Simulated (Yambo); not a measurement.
How GW settings move the gap: Cs2LiLuCl6

G0W0@PBEsol for Cs₂LiLuCl₆ (space group Fm-3m, No. 225) in Yambo. Reference settings: 2×2×2 Γ-centred k mesh, bands 3 to 310 and a 6 Ry block in the screening, 310 bands in G with the Bruneval-Gonze terminator, plasmon pole fitted at 27.2 eV. The PBEsol gap Γ → Γ on this mesh is 5.23 eV; G0W0 gaps are taken between the same points.

| change from the reference | G0W0 gap Γ → Γ (eV) | shift of the valence edge (eV) | rough Yambo cost |
|---|---|---|---|
| reference settings | 7.94 | -1.68 | 1 |
| 123 bands in W, 123 bands in G | 8.02 | -1.38 | about 1/3 |
| 203 bands in W, 203 bands in G | 7.97 | -1.59 | within a factor of two |
| 123 bands in G | 7.94 | -1.55 | – |
| 3 Ry block | 7.57 | -1.49 | within a factor of two |
| 1×1×1 mesh | 7.74 | -1.58 | about 1/7 |
| 203 bands in G, no terminator | 8.00 | -1.37 | – |
| no terminator | 7.98 | -1.54 | – |

The reference isn't shown to be the converged limit. Costs are rough (shared machines), scaled to the same edge states, and given only for runs that recompute the screening.

The 4f states are in the valence at their DFT position.

Geometry of the Materials Project entry, not relaxed at this level; primitive cell a = 7.4542 Å, b = 7.4542 Å, c = 7.4542 Å, α = 60.00°, β = 60.00°, γ = 60.00°.

The structure is a Materials Project entry; no match was found in the copy of COD used, and its stability was not checked.

A shift is the quasiparticle energy of the state minus its PBEsol energy.
